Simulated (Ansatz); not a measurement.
Relaxed-ion elastic tensor of Al (hcp (Mg type), P6_3/mmc) in GPa (Voigt order), the program Ansatz at the PBEsol level (PAW); density 2.75 g/cm³, 16.31 Å³ per atom.

```json
[
 {"": "1", "1": "122", "2": "62.8", "3": "53.6", "4": "0.0", "5": "0.0", "6": "0.0"},
 {"": "2", "1": "62.8", "2": "122", "3": "53.6", "4": "0.0", "5": "0.0", "6": "0.0"},
 {"": "3", "1": "53.6", "2": "53.6", "3": "126", "4": "0.0", "5": "0.0", "6": "0.0"},
 {"": "4", "1": "0.0", "2": "0.0", "3": "0.0", "4": "12.3", "5": "0.0", "6": "0.0"},
 {"": "5", "1": "0.0", "2": "0.0", "3": "0.0", "4": "0.0", "5": "12.3", "6": "0.0"},
 {"": "6", "1": "0.0", "2": "0.0", "3": "0.0", "4": "0.0", "5": "0.0", "6": "29.7"}
]
```

Problem. Is the crystal mechanically stable?

Solution. Yes: the smallest eigenvalue of C is 12.3 GPa.

Problem. Work out the Voigt, Reuss and Hill averages.

Solution. K_V = 78.9, K_R = 78.9, K_H = 78.9; G_V = 24.2, G_R = 19.4, G_H = 21.8 GPa.

Problem. Give Young's modulus, Poisson's ratio, Pugh's ratio and the universal anisotropy index.

Solution. E = 9KG/(3K + G) = 59.9 GPa; ν = 0.37; K/G = 3.62 (ductile by the Pugh limit of 1.75); A_U = 5G_V/G_R + K_V/K_R − 6 = 1.22.

Problem. Estimate the sound speeds and the Debye temperature.

Solution. v_l = √((K + 4G/3)/ρ) = 6270 m/s, v_t = √(G/ρ) = 2820 m/s, mean 3180 m/s; Θ = (h/k)(3n/4πV)^(1/3) v_m = 373 K.

Problem. How much does each axis shrink under pressure?

Solution. Linear compressibilities β_i = Σ_j S_ij (j = 1 to 3): x 4.1, y 4.1, z 4.4 per TPa.

The workflow started from a Materials Project entry (that database holds measured and hypothetical structures alike); the Crystallography Open Database copy checked does not list it. It is not the phase usual at ambient conditions (space group No. 225). The PBEsol relaxation kept the symmetry of its start; its stability against distortions is not shown here. As this level gives no gap, shear constants depend on the k-mesh and smearing (Fermi–Dirac, 0.1 eV here).

Potentials: the later of the program's two PAW sets.
